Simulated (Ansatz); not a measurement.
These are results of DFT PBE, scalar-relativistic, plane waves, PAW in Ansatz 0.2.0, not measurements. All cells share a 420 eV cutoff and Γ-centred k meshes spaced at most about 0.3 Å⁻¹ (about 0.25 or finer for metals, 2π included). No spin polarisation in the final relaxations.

These are static total energies at zero pressure. All come from trial cells, and lower structures may exist.

**Question.** Order these relaxed structures of Ta₂Ru₃ by energy, lowest first, with the energy over the lowest of them.
A.

```xyz
10
Lattice="2.7978 0.0000 0.0000 -1.3989 2.4229 0.0000 0.0000 0.0000 23.1069" Properties=species:S:1:pos:R:3 pbc="T T T"
Ta    0.0000    1.6153    0.0000
Ta    1.3989    0.8076    2.6294
Ta    1.3989    0.8076   11.5535
Ta    1.3989    0.8076   20.4775
Ru    0.0000    1.6153    5.0045
Ru    0.0000    1.6153    9.1861
Ru    0.0000    1.6153   13.9208
Ru    0.0000    1.6153   18.1024
Ru    1.3989    0.8076    7.0981
Ru    1.3989    0.8076   16.0088
```

B.

```xyz
10
Lattice="2.7983 0.0000 0.0000 -1.3992 2.4234 0.0000 0.0000 0.0000 23.1152" Properties=species:S:1:pos:R:3 pbc="T T T"
Ta    0.0000    1.6156    7.6066
Ta    0.0000    1.6156   12.8754
Ta    1.3992    0.8078   10.2398
Ta    1.3992    0.8078   15.5085
Ru    0.0000    1.6156   22.0559
Ru    0.0000    1.6156    3.1613
Ru    0.0000    1.6156   17.8508
Ru    1.3992    0.8078    1.0593
Ru    1.3992    0.8078    5.2644
Ru    1.3992    0.8078   19.9539
```

**Answer.** A (0 meV/atom), B (28 meV/atom). Forms: A Ta and Ru ordered on hcp sites, P-6m2; B Ta and Ru ordered on hcp sites, P-3m1. Counting all near atoms (those within 1.25 times the shortest distance at each site; a plus sign parts nearer from farther groups; a slash parts the counts of unlike sites): A has Ta 12/6+6, Ru 12; B has Ta 12/6+6, Ru 12. Even the lowest lies +0.10 eV/atom against the elements.

These runs have no spin–orbit coupling, which can matter for Ta. Cells relaxed within their symmetry can be saddle points. Some structure types and database cells were kept out of the candidates from the start, so a known form may be missing.
